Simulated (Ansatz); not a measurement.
## Two-dimensional strain map in Ge

The calculation used Ansatz, DFT r2SCAN, scalar-relativistic, plane waves, PAW. The runs took a 500 eV cutoff, a Γ-centred 20×20×18 mesh and Gaussian smearing (0.15 eV). No spin polarisation. Energies are free energies at this smearing, counted from the undisturbed cell; pressure is positive in compression.

Reference structure (as given, not relaxed at this level; it stands at -3.1 GPa; this form isn't the usual structure):

```yaml
crystal:
  lattice:
    - [1.39715, -2.60052, 0.00000]
    - [1.39715, 2.60052, 0.00000]
    - [0.00000, 0.00000, 2.69823]
  atoms:
    - { symbol: Ge, position: [0.50000, 0.50000, 0.00000] }
```

The cell is strained by p along both x and y and by q along z, fractional coordinates fixed. Points are written (p, q).

Energy above the undisturbed cell in meV/atom (a dash: not computed):

| p \ q | -0.050 | -0.025 | 0.000 | 0.025 | 0.050 |
| --- | --- | --- | --- | --- | --- |
| -0.050 | 48.0 | 31.1 | 30.8 | 43.1 | 65.4 |
| -0.025 | 10.9 | – | ? | – | 37.4 |
| 0.000 | 9.8 | -3.1 | 0.0 | 17.1 | ? |
| 0.025 | 36.0 | – | 30.9 | – | 76.5 |
| 0.050 | 82.8 | 75.8 | ? | 101.5 | ? |

(1) Fill in the withheld energies.

Answers

(1) (-0.025, 0.000): -2.3; (0.000, 0.050): 44.0; (0.050, 0.000): 82.7; (0.050, 0.050): 129.8.